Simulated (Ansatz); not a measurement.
HfGeO₃:
```
CELL_PARAMETERS angstrom
      4.01585     0.00000     0.00000
      0.00000     4.01585     0.00000
      0.00000     0.00000     4.25040
ATOMIC_POSITIONS crystal
  Hf 0.50000 0.50000 0.56761
  Ge 0.00000 0.00000 0.19398
  O  0.00000 0.50000 0.45564
  O  0.50000 0.00000 0.45564
  O  0.50000 0.50000 0.01733
```

Relaxed with r²SCAN. Independent-particle spectrum: no excitons, no local fields, no scissors shift; 0.1 eV broadening; ε₁ of the summed bands alone.

Task: Tabulate the dielectric function from the program Ansatz at the r²SCAN level (PAW).

Result: 

```
E (eV)  ε₁ xx  ε₂ xx  ε₁ zz  ε₂ zz
------  -----  -----  -----  -----
0.0      5.56   0.00   5.08   0.00
0.5      5.59   0.00   5.11   0.00
1.0      5.69   0.00   5.20   0.00
1.5      5.87   0.00   5.36   0.00
2.0      6.17   0.00   5.65   0.00
2.5      6.69   0.00   6.31   0.00
3.0      7.57   0.53   6.50   1.69
3.5      8.34   1.07   6.07   1.55
4.0      9.67   3.26   6.48   1.73
4.5      5.80   5.83   6.29   2.61
5.0      8.02   4.24   6.00   3.69
5.5      9.48   7.51   6.12   3.03
6.0      4.03  10.57   7.65   4.30
6.5      0.24   8.24   4.73   6.53
7.0     -0.67   5.90   4.99   8.56
7.5      0.32   4.79   3.04   6.92
8.0      0.19   5.61  -1.53   6.35
8.5     -0.51   4.39  -0.37   4.40
9.0     -0.81   4.01   2.07   2.87
9.5     -0.60   2.87   1.47   7.45
10.0     0.00   2.58  -0.05   4.45
10.5    -0.78   2.45  -0.56   4.72
11.0     0.28   2.01  -1.62   2.88
11.5     0.12   2.20  -0.94   2.45
12.0     0.26   2.09  -0.04   2.09
```

Task: From ε at 3.7 eV (xx: 9.10 + 1.55i), find n, k, the normal reflectivity and the absorption coefficient.

Result: n = 3.03, k = 0.258, R = 26 %, α = 2kE/ħc = 97000 cm⁻¹.

With all bands, ε∞ without local fields is 5.73 (xx = yy), 5.25 (zz).

Space group P4mm. The start of the workflow was typed in or built on a structure type; neither database checked (COD, Materials Project) lists it. Whether it is the stable phase at ambient conditions was not checked. The cell was relaxed with r²SCAN under the symmetry of its start; whether a distortion lowers the energy is not shown. No spin polarisation was allowed. Scalar-relativistic: spin–orbit coupling is off unless named, which matters more the heavier the elements.

Potentials: the later of the program's two PAW sets.
